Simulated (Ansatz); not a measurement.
A distorted cell of Ag (fcc, Cu type):

```xyz
1
Lattice="0.0000 2.1029 1.9347 2.1029 0.0000 1.9347 2.1029 2.1029 0.0000" Properties=species:S:1:pos:R:3 pbc="T T T"
Ag     0.0000     0.0000     0.0000
```

Method: PBEsol (plane waves to 420 eV, PAW, scalar-relativistic; Ansatz, a quantum-chemistry and plane-wave program). k mesh 20×20×20 (Γ-centred), Fermi-Dirac smearing 0.05 eV. The energy includes the smearing's −TS. Stress and pressure are positive under compression. With partly filled bands, the response to shear is sensitive to the k mesh, so small differences along c/a are uncertain. Ag was relaxed with its symmetry unable to fall. The PAW data are Ansatz's earlier set.

What is the stress tensor (GPa)?


```
   -3.5      0.0      0.0
    0.0     -3.5      0.0
    0.0      0.0     -1.2
```
The pressure, a third of the trace, is -2.7 GPa.

It is the relaxed cell deformed to V/V₀ = 1.027, (c/a)/(c/a)₀ = 0.920, c along z, fractional positions held. What is its energy relative to the relaxed cell?

12 meV/atom.

(A scan under strain: stresses follow from slopes of the energy per volume, elastic moduli from its curvatures.)
